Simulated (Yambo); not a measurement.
TlAlF₄ (space group P4/mmm, No. 123), G0W0@LDA (Yambo, plasmon pole, terminator in G, 4×4×2 mesh): gap R → X in eV by bands and screening block.

| bands (W and G) | 2 Ry | 3 Ry | 5 Ry | 6 Ry | 8 Ry |
|---|---|---|---|---|---|
| 41 | 7.40 | [?] | 7.17 | 7.13 | 7.12 |
| 63 | 7.20 | 7.10 | 7.01 | 6.99 | 6.99 |
| 91 | 7.14 | [?] | 6.98 | 6.97 | 6.98 |
| 125 | 7.12 | 7.03 | 6.96 | 6.95 | 6.97 |
| 160 | 7.12 | 7.02 | 6.95 | [?] | 6.96 |

Problem. Estimate the withheld gaps from their neighbours; the computed values follow.

Solution. 
- 41, 3 Ry: 7.30
- 91, 3 Ry: 7.05
- 160, 6 Ry: 6.94

The largest settings aren't shown to be the converged limit.

The standard potential for Tl keeps a d shell in the valence without the s and p states of that shell. In tests on such compounds this moved G0W0 gaps by up to about 0.9 eV, so absolute quasiparticle energies here are unreliable; differences between settings are what counts.

Spin-orbit coupling is not included.

Geometry of the Materials Project entry, not relaxed at this level; primitive cell a = b = 3.6360 Å, c = 6.3056 Å, α = β = γ = 90.00°.
